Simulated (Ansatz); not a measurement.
Ga3BAs4, ordered on the zincblende lattice (R3m) with 8 atoms a cell: a relaxation of cell and atoms in the PAW code Ansatz (r2SCAN). It starts from the PBE minimum.

```yaml
crystal:
  lattice:
    - [1.9533746418, 1.1277813752, 12.8386077977]
    - [-1.9533746418, 1.1277813752, 12.8386077977]
    - [0.0, -2.2555627505, 12.8386077977]
  atoms:
    - { symbol: B, position: [1.0017920876, 0.0017920876, 0.0017920876] }
    - { symbol: Ga, position: [0.2541435449, 0.2541435449, 0.2541435449] }
    - { symbol: Ga, position: [0.4999676656, 0.4999676656, 0.4999676656] }
    - { symbol: Ga, position: [0.7458616316, 0.7458616316, 0.7458616316] }
    - { symbol: As, position: [0.3185751123, 0.3185751123, 0.3185751123] }
    - { symbol: As, position: [0.5640585972, 0.5640585972, 0.5640585972] }
    - { symbol: As, position: [0.8098658901, 0.8098658901, 0.8098658901] }
    - { symbol: As, position: [0.0557354707, 0.0557354707, 0.0557354707] }
kpoints:
  mp_grid: { grid: [8, 8, 8] }
hamiltonian:
  xc: r2scan
scf:
  occupations: { method: fermi_dirac, width: 0.02 }
relax:
  f_tol: 0.005
  cell: {}
```

The trajectory has 7 recorded frames, each with positions in Å and forces in eV/Å. Some frames, the last among them, repeat a geometry solved again on a basis re-selected at its cell; pressure is positive in compression.

Step 1: energy 0.0 meV/atom from step 1, largest force component 0.209 eV/Å, pressure -2.65 GPa
```xyz
8
Lattice="1.9534 1.1278 12.8386 -1.9534 1.1278 12.8386 0.0000 -2.2556 12.8386" Properties=species:S:1:pos:R:3:forces:R:3 pbc="T T T"
B     1.9534    1.1278   12.9076    0.0000    0.0000    0.1221
Ga    0.0000    0.0000    9.7885    0.0000    0.0000   -0.0633
Ga    0.0000    0.0000   19.2567    0.0000    0.0000   -0.0532
Ga    0.0000    0.0000   28.7275    0.0000    0.0000   -0.0461
As    0.0000    0.0000   12.2702    0.0000    0.0000   -0.2094
As    0.0000    0.0000   21.7252    0.0000    0.0000    0.0517
As    0.0000    0.0000   31.1927    0.0000    0.0000    0.0492
As    0.0000    0.0000    2.1467    0.0000    0.0000    0.1490
```

Step 2: energy -6.3 meV/atom from step 1, largest force component 0.221 eV/Å, pressure -0.20 GPa
```xyz
8
Lattice="1.9322 1.1155 12.7140 -1.9322 1.1155 12.7140 0.0000 -2.2311 12.7140" Properties=species:S:1:pos:R:3:forces:R:3 pbc="T T T"
B     1.9322    1.1155   12.7939    0.0000    0.0000   -0.1539
Ga    0.0000    0.0000    9.6757    0.0000    0.0000    0.0021
Ga    0.0000    0.0000   19.0683    0.0000    0.0000   -0.0089
Ga    0.0000    0.0000   28.4639    0.0000    0.0000   -0.0285
As    0.0000    0.0000   12.1243    0.0000    0.0000    0.2208
As    0.0000    0.0000   21.5044    0.0000    0.0000    0.0132
As    0.0000    0.0000   30.8965    0.0000    0.0000    0.0076
As    0.0000    0.0000    2.1489    0.0000    0.0000   -0.0524
```

Q: How does the relaxation go on, and where does it end?

A:
Step 3 (rejected): energy -5.3 meV/atom from step 1, largest force component 0.366 eV/Å, pressure +0.58 GPa
```xyz
8
Lattice="1.9290 1.1137 12.6225 -1.9290 1.1137 12.6225 0.0000 -2.2274 12.6225" Properties=species:S:1:pos:R:3:forces:R:3 pbc="T T T"
B     1.9290    1.1137   12.6729    0.0000    0.0000    0.2252
Ga    0.0000    0.0000    9.6289    0.0000    0.0000   -0.0243
Ga    0.0000    0.0000   18.9325    0.0000    0.0000    0.0044
Ga    0.0000    0.0000   28.2388    0.0000    0.0000    0.0405
As    0.0000    0.0000   12.0741    0.0000    0.0000   -0.3657
As    0.0000    0.0000   21.3664    0.0000    0.0000   -0.0123
As    0.0000    0.0000   30.6692    0.0000    0.0000   -0.0027
As    0.0000    0.0000    2.1095    0.0000    0.0000    0.1349
```

Step 4: energy -6.7 meV/atom from step 1, largest force component 0.008 eV/Å, pressure -0.01 GPa
```xyz
8
Lattice="1.9317 1.1153 12.6846 -1.9317 1.1153 12.6846 0.0000 -2.2305 12.6846" Properties=species:S:1:pos:R:3:forces:R:3 pbc="T T T"
B     1.9317    1.1153   12.7538    0.0000    0.0000   -0.0049
Ga    0.0000    0.0000    9.6610    0.0000    0.0000    0.0005
Ga    0.0000    0.0000   19.0242    0.0000    0.0000   -0.0008
Ga    0.0000    0.0000   28.3904    0.0000    0.0000   -0.0011
As    0.0000    0.0000   12.1101    0.0000    0.0000   -0.0043
As    0.0000    0.0000   21.4607    0.0000    0.0000    0.0014
As    0.0000    0.0000   30.8232    0.0000    0.0000    0.0007
As    0.0000    0.0000    2.1356    0.0000    0.0000    0.0084
```

Step 5: energy -6.7 meV/atom from step 1, largest force component 0.005 eV/Å, pressure 0.00 GPa
```xyz
8
Lattice="1.9314 1.1151 12.6860 -1.9314 1.1151 12.6860 0.0000 -2.2302 12.6860" Properties=species:S:1:pos:R:3:forces:R:3 pbc="T T T"
B     1.9314    1.1151   12.7552    0.0000    0.0000   -0.0051
Ga    0.0000    0.0000    9.6622    0.0000    0.0000   -0.0007
Ga    0.0000    0.0000   19.0265    0.0000    0.0000   -0.0005
Ga    0.0000    0.0000   28.3937    0.0000    0.0000   -0.0004
As    0.0000    0.0000   12.1111    0.0000    0.0000    0.0008
As    0.0000    0.0000   21.4631    0.0000    0.0000    0.0000
As    0.0000    0.0000   30.8266    0.0000    0.0000    0.0005
As    0.0000    0.0000    2.1358    0.0000    0.0000    0.0054
```

Step 6: energy -6.7 meV/atom from step 1, largest force component 0.000 eV/Å, pressure 0.00 GPa
```xyz
8
Lattice="1.9314 1.1151 12.6861 -1.9314 1.1151 12.6861 0.0000 -2.2302 12.6861" Properties=species:S:1:pos:R:3:forces:R:3 pbc="T T T"
B     1.9314    1.1151   12.7551    0.0000    0.0000    0.0000
Ga    0.0000    0.0000    9.6622    0.0000    0.0000   -0.0001
Ga    0.0000    0.0000   19.0266    0.0000    0.0000    0.0000
Ga    0.0000    0.0000   28.3940    0.0000    0.0000   -0.0001
As    0.0000    0.0000   12.1111    0.0000    0.0000    0.0001
As    0.0000    0.0000   21.4632    0.0000    0.0000    0.0001
As    0.0000    0.0000   30.8270    0.0000    0.0000    0.0000
As    0.0000    0.0000    2.1361    0.0000    0.0000    0.0000
```

Step 7: energy -6.5 meV/atom from step 1, largest force component 0.000 eV/Å, pressure -0.01 GPa
```xyz
8
Lattice="1.9314 1.1151 12.6861 -1.9314 1.1151 12.6861 0.0000 -2.2302 12.6861" Properties=species:S:1:pos:R:3:forces:R:3 pbc="T T T"
B     1.9314    1.1151   12.7551    0.0000    0.0000    0.0000
Ga    0.0000    0.0000    9.6622    0.0000    0.0000   -0.0001
Ga    0.0000    0.0000   19.0266    0.0000    0.0000    0.0000
Ga    0.0000    0.0000   28.3940    0.0000    0.0000   -0.0001
As    0.0000    0.0000   12.1111    0.0000    0.0000    0.0001
As    0.0000    0.0000   21.4632    0.0000    0.0000    0.0001
As    0.0000    0.0000   30.8270    0.0000    0.0000    0.0000
As    0.0000    0.0000    2.1361    0.0000    0.0000    0.0000
```

The walk took 6 steps, besides SCFs solved again on a fresh basis, and changed the volume by -3.4 %. The last SCF, on a fresh basis, lies 6.5 meV an atom below the first. At the end: it is trigonal, R3m (No. 160); a = 3.863 Å, c = 38.058 Å in the conventional setting, 20.49 Å³ an atom. Around B lie 4 As at 2.07–2.32 Å; around Ga lie 4 As at 2.40–2.45 Å; around Ga lie 4 As at 2.40–2.44 Å; around Ga lie 4 As at 2.40–2.43 Å; around As lie 3 B at 2.32 Å and 1 Ga at 2.45 Å; around As lie 4 Ga at 2.40–2.44 Å; around As lie 4 Ga at 2.40–2.43 Å; around As lie 1 B at 2.07 Å and 3 Ga at 2.40 Å.

Command: `ansatz run input.yaml --threads 4 --pin off --max-ram 6451MiB --backend cpu --events-out ev --progress --plain --runs-dir out`. Wall time 3.4 min on 4 threads of Arm Neoverse V1 (shared host), load about 1.6 per core; peak host memory 1.3 GiB.

All values are calculated for a non-magnetic cell, which may be hypothetical.
